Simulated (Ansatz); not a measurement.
# NbCoB$_{2}$: reading a single point

```
Nb B Co
1.0
     6.07512    0.00000    0.00000
     0.00000    3.13635    0.00000
     0.00000    0.00000    8.23957
Nb B Co
4 8 4
Direct
  0.13500 0.25000 0.13000
  0.36500 0.75000 0.63000
  0.63500 0.25000 0.37000
  0.86500 0.75000 0.87000
  0.17000 0.25000 0.80800
  0.33000 0.75000 0.30800
  0.67000 0.25000 0.69200
  0.83000 0.75000 0.19200
  0.24200 0.25000 0.40400
  0.25800 0.75000 0.90400
  0.74200 0.25000 0.09600
  0.75800 0.75000 0.59600
  0.99500 0.25000 0.62000
  0.50500 0.75000 0.12000
  0.49500 0.25000 0.88000
  0.00500 0.75000 0.38000
```

The numbers come from plane-wave PAW DFT (Ansatz): r2SCAN, no spin polarisation, 500 eV, 5×10×4 Γ-centred k points, fermi-dirac occupations (width 0.0162 eV). Nothing was relaxed.

(1) What happens at the Fermi level?

(2) Give the Bader charges.

(3) Is the cell too large or too small?

(4) What is the formation energy?

(5) Where is the largest force?

Origin: a database entry at a rescaled volume. Caveats: no spin polarisation, so a magnetic state may lie lower; forces this large suggest misplaced atoms in the database entry; atoms or cell far from equilibrium.

Results:

(1) It is a metal, with about 10 states/eV a cell as the mean within 0.25 eV of the Fermi level, mostly Co d (57 %), Nb d (26 %) and B p (12 %).

(2) Bader charges in e: Nb +1.47, Co -0.15, B -0.77 to -0.55. In the mean Nb gives up most and B takes most.

(3) The pressure is -5.9 GPa (compression positive), so with the atoms held at these fractions the cell would first shrink; the forces are large, so a full relaxation may end otherwise. The principal stresses -9.2, -7.5, -1.0 GPa differ, so its shape would change too.

(4) -0.51 eV an atom against the elements' usual phases (free molecules for gases, crystals otherwise, with no correction for O₂ or N₂), so it is bound against them; other compounds may still compete. Relaxing would lower it.

(5) The largest is on Co13 (and as large on other atoms): 2.41 eV/Å, components (-1.08, 0.00, -2.16). It makes 172° with the line to a nearest neighbour, B5 at 1.88 Å, pointing away from it.
